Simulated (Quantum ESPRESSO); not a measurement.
# AlSi2ON3: input and log of a self-consistent run

A calculation, not a measurement. The program is pw.x of Quantum ESPRESSO 7.5 (plane-wave density functional theory). The cell is made up: 7 atoms on a wurtzite lattice with one site empty, with randomly drawn elements, strain and displacements, not relaxed. PseudoDojo standard norm-conserving files (v0.5 for PBE, v0.4.1 for LDA and PBEsol) set the functional; there is no spin polarisation, spin-orbit coupling or dispersion term, and the masses in the input are unused placeholders.

Input:

```
&control calculation='scf', pseudo_dir='./dojo.nc.sr.pbe.v0_5.standard.upf', outdir='./o', disk_io='medium', tprnfor=.true., tstress=.true. /
&system ibrav=0, nat=7, ntyp=4, nbnd=22, ecutwfc=105.61755193, nosym=.true., tot_charge=0,
 occupations='smearing', smearing='fd', degauss=0.0018374661
/
&electrons conv_thr=7.350e-09, electron_maxstep=60, /
ATOMIC_SPECIES
Al 1.0 Al.upf
N 1.0 N.upf
O 1.0 O.upf
Si 1.0 Si.upf
CELL_PARAMETERS angstrom
3.05 0.0 0.0
0.0 5.2828 0.0
0.0 0.0 4.9806
ATOMIC_POSITIONS angstrom
Al -0.0133 -0.0045 -0.0796
Si 1.5609 2.7237 0.0682
Si 0.0013 3.5317 2.6107
O -0.0306 -0.1173 2.0066
N 1.5444 2.7202 2.0135
N 1.4505 0.979 4.357
N -0.0273 3.5228 4.2715
K_POINTS automatic
8 6 6 1 1 1
```

The log is shortened where brackets say so; the opening notice, blank lines, dates and the lines on written files are dropped, and the path of the files is cut. It prints rydbergs, bohrs and kilobars, and counts compression as positive stress. With no partly filled state, the Fermi energy that it prints is only some level between the filled and the empty states on the mesh, and need not lie in the true gap.

```
     Program PWSCF v.7.5
     Parallel version (MPI & OpenMP), running on       1 processor cores
     Number of MPI processes:                 1
     Threads/MPI process:                     1
     [start-up lines left out]
     bravais-lattice index     =            0
     lattice parameter (alat)  =       5.7637  a.u.
     unit-cell volume          =     541.5546 (a.u.)^3
     number of atoms/cell      =            7
     number of atomic types    =            4
     number of electrons       =        32.00
     number of Kohn-Sham states=           22
     kinetic-energy cutoff     =     105.6176  Ry
     charge density cutoff     =     422.4702  Ry
     scf convergence threshold =      7.3E-09
     mixing beta               =       0.7000
     number of iterations used =            8  plain     mixing
     Exchange-correlation= PBE
                           (   1   4   3   4   0   0   0)
     [axes and pseudopotential details left out]
   Cartesian axes
     site n.     atom                  positions (alat units)
         1        Al     tau(   1) = (  -0.0043607  -0.0014754  -0.0260984  )
         2        Si     tau(   2) = (   0.5117705   0.8930164   0.0223607  )
         3        Si     tau(   3) = (   0.0004262   1.1579344   0.8559672  )
         4        O      tau(   4) = (  -0.0100328  -0.0384590   0.6579016  )
         5        N      tau(   5) = (   0.5063607   0.8918689   0.6601639  )
         6        N      tau(   6) = (   0.4755738   0.3209836   1.4285246  )
         7        N      tau(   7) = (  -0.0089508   1.1550164   1.4004918  )
     number of k points=   144  Fermi-Dirac smearing, width (Ry)=  0.0018
     Number of k-points >= 100: set verbosity='high' to print them.
     Dense  grid:    79461 G-vectors     FFT dimensions: (  40,  72,  64)
     Estimated max dynamical RAM per process >      90.13 MB
     Initial potential from superposition of free atoms
     starting charge      31.9963, renormalised to      32.0000
     Starting wfcs are   28 randomized atomic wfcs
     total cpu time spent up to now is       19.0 secs
     per-process dynamical memory:    71.8 Mb
     Self-consistent Calculation
     iteration #  1     ecut=   105.62 Ry     beta= 0.70
     Davidson diagonalization with overlap
     ethr =  1.00E-02,  avg # of iterations =  3.0
     total cpu time spent up to now is       72.3 secs
     total energy              =    -116.23608873 Ry
     estimated scf accuracy    <       2.11023768 Ry
     iteration #  2     ecut=   105.62 Ry     beta= 0.70
     Davidson diagonalization with overlap
     ethr =  6.59E-03,  avg # of iterations =  2.5
     total cpu time spent up to now is      118.5 secs
     total energy              =    -115.99996426 Ry
     estimated scf accuracy    <       5.14691612 Ry
     iteration #  3     ecut=   105.62 Ry     beta= 0.70
     Davidson diagonalization with overlap
     ethr =  6.59E-03,  avg # of iterations =  2.0
     total cpu time spent up to now is      158.7 secs
     total energy              =    -117.15097808 Ry
     estimated scf accuracy    <       0.53420667 Ry
     iteration #  4     ecut=   105.62 Ry     beta= 0.70
     Davidson diagonalization with overlap
     ethr =  1.67E-03,  avg # of iterations =  1.7
     total cpu time spent up to now is      206.9 secs
     total energy              =    -117.18662030 Ry
     estimated scf accuracy    <       0.08333857 Ry
     iteration #  5     ecut=   105.62 Ry     beta= 0.70
     Davidson diagonalization with overlap
     ethr =  2.60E-04,  avg # of iterations =  4.2
     total cpu time spent up to now is      254.5 secs
     total energy              =    -117.18915226 Ry
     estimated scf accuracy    <       0.01902892 Ry
     [iterations 6 to 8 left out]
     iteration #  9     ecut=   105.62 Ry     beta= 0.70
     Davidson diagonalization with overlap
     ethr =  6.40E-08,  avg # of iterations =  2.1
     total cpu time spent up to now is      442.2 secs
     total energy              =    -117.19416140 Ry
     estimated scf accuracy    <       0.00000564 Ry
     iteration # 10     ecut=   105.62 Ry     beta= 0.70
     Davidson diagonalization with overlap
     ethr =  1.76E-08,  avg # of iterations =  2.1
     total cpu time spent up to now is      487.9 secs
     total energy              =    -117.19416288 Ry
     estimated scf accuracy    <       0.00000114 Ry
     iteration # 11     ecut=   105.62 Ry     beta= 0.70
     Davidson diagonalization with overlap
     ethr =  3.55E-09,  avg # of iterations =  2.0
     total cpu time spent up to now is      528.4 secs
     total energy              =    -117.19416305 Ry
     estimated scf accuracy    <       0.00000008 Ry
     iteration # 12     ecut=   105.62 Ry     beta= 0.70
     Davidson diagonalization with overlap
     ethr =  2.54E-10,  avg # of iterations =  2.6
     total cpu time spent up to now is      575.3 secs
     total energy              =    -117.19416308 Ry
     estimated scf accuracy    <          7.5E-09 Ry
     iteration # 13     ecut=   105.62 Ry     beta= 0.70
     Davidson diagonalization with overlap
     ethr =  2.33E-11,  avg # of iterations =  3.5
     total cpu time spent up to now is      648.9 secs
     End of self-consistent calculation
     Number of k-points >= 100: set verbosity='high' to print the bands.
     the Fermi energy is     7.6407 ev
!    total energy              =    -117.19416308 Ry
     estimated scf accuracy    <          1.4E-09 Ry
     smearing contrib. (-TS)   =      -0.00000000 Ry
     internal energy E=F+TS    =    -117.19416308 Ry
     The total energy is F=E-TS. E is the sum of the following terms:
     one-electron contribution =     -17.92875679 Ry
     hartree contribution      =      28.04438517 Ry
     xc contribution           =     -35.25945023 Ry
     ewald contribution        =     -92.05034123 Ry
     convergence has been achieved in  13 iterations
     Forces acting on atoms (cartesian axes, Ry/au):
     atom    1 type  1   force =    -0.03090843    0.15662231    0.08493484
     atom    2 type  4   force =    -0.03318922   -0.20122825    0.03883057
     atom    3 type  4   force =     0.00520329    0.08567144   -0.25332393
     atom    4 type  3   force =     0.00622135   -0.13651691   -0.04398561
     atom    5 type  2   force =    -0.00976955    0.05571379   -0.08593079
     atom    6 type  2   force =     0.04448669    0.07818096    0.10008986
     atom    7 type  2   force =     0.01795587   -0.03844334    0.15938505
     Total force =     0.473127     Total SCF correction =     0.000039
     Computing stress (Cartesian axis) and pressure
          total   stress  (Ry/bohr**3)                   (kbar)     P=     -125.53
  -0.00048908   0.00014282  -0.00007844          -71.95       21.01      -11.54
   0.00014282  -0.00112804   0.00025190           21.01     -165.94       37.06
  -0.00007844   0.00025190  -0.00094281          -11.54       37.06     -138.69
     init_run     :     18.29s CPU     18.73s WALL (       1 calls)
     electrons    :    601.49s CPU    629.99s WALL (       1 calls)
     forces       :      9.47s CPU      9.73s WALL (       1 calls)
     stress       :     37.61s CPU     37.84s WALL (       1 calls)
     [timing details left out]
     PWSCF        :  11m 7.33s CPU  11m37.20s WALL
     JOB DONE.
```

In other units: free energy -1594.508 eV for the cell, pressure -12.55 GPa, largest force component 6.513 eV/Å. This run is the check on a run of the same cell at 1143 eV and a 6 x 4 x 4 mesh: rerunning at 1437 eV and a 8 x 6 x 6 mesh moved values by no more than 0.002 eV in energy, 0.02 GPa in stress and 0.004 eV/Å in force.